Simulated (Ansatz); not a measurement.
NbCd3 (Cu3Au type, Pm-3m), the program Ansatz at the PBE level (PAW), all energies at zero smearing, with the estimated change up to a 700 eV cutoff added, with one set of potentials and settings (totals compare only within such a set). Cell of 4 atoms (3 Cd, 1 Nb): -29315.111 eV.

```json
[
 {"element": "Cd", "reference phase": "P6_3/mmc, 2 atoms in the cell", "E (eV/atom)": "-8254.4547"},
 {"element": "Nb", "reference phase": "Im-3m, 1 atoms in the cell", "E (eV/atom)": "-4552.2836"}
]
```

Formation energy per atom, worked out: (-29315.111 − 3×(-8254.4547) − 1×(-4552.2836))/4 = 0.134 eV/atom (13 kJ per mol of atoms), at 0 K, without zero-point energy or fitted corrections.

The workflow started from an entry of the Crystallography Open Database (COD). Its standing as an ambient phase is unchecked. The cell was relaxed with PBE under the symmetry of its start; its stability against distortions is not shown here. No spin polarisation was allowed. The references are the lowest solids computed at this level, not always the standard phases.

Potentials: the later of the program's two PAW sets.
